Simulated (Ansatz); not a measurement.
A plane-wave DFT run in Ansatz 0.2.0 (scalar-relativistic PAW potentials unless the input names others): input and command.

```yaml
crystal:
  lattice:
    - [5.9558200158, 0.0, 0.0]
    - [0.0, 5.9558200158, 0.0]
    - [0.0, 0.0, 4.2107647511]
  atoms:
    - { symbol: Xx, position: [0.0, 0.0, 0.0] }
    - { symbol: Ca, position: [0.5, 0.5, 0.5] }
    - { symbol: Cl, position: [0.0, 0.5, 0.5] }
    - { symbol: Cl, position: [0.5, 0.0, 0.5] }
    - { symbol: Cl, position: [0.5, 0.5, 0.0] }
basis:
  ecutwfc: 420
kpoints:
  mp_grid: { grid: [6, 6, 6] }
hamiltonian:
  xc: pbesol
scf:
  occupations: { method: gaussian, width: 0.05 }
  max_iter: 100
output:
  forces: true
  eigenvalues: true
  stress: true
```

```bash
ansatz run input.yaml --threads 1 --pin off --max-ram 2560MiB --backend cpu --events-out ev --progress --plain --runs-dir out
```

Task: Will this input run?

Result: The program refuses it, because of an unknown element (crystal.atoms[0].symbol: "K" → "Xx"). With the sound run's settings it is accepted.

Abridged log:
```
Error: YAML parse error: error: line 7 column 17: `Xx` is not an element symbol (H … Og, case-exact)
 --> <input>:7:17
  |
5 |     - [0.0, 0.0, 4.2107647511]
6 |   atoms:
7 |     - { symbol: Xx, position: [0.0, 0.0, 0.0] }
  |                 ^ `Xx` is not an element symbol (H … Og, case-exact)
8 |     - { symbol: Ca, position: [0.5, 0.5, 0.5] }
9 |     - { symbol: Cl, position: [0.0, 0.5, 0.5] }
  |
```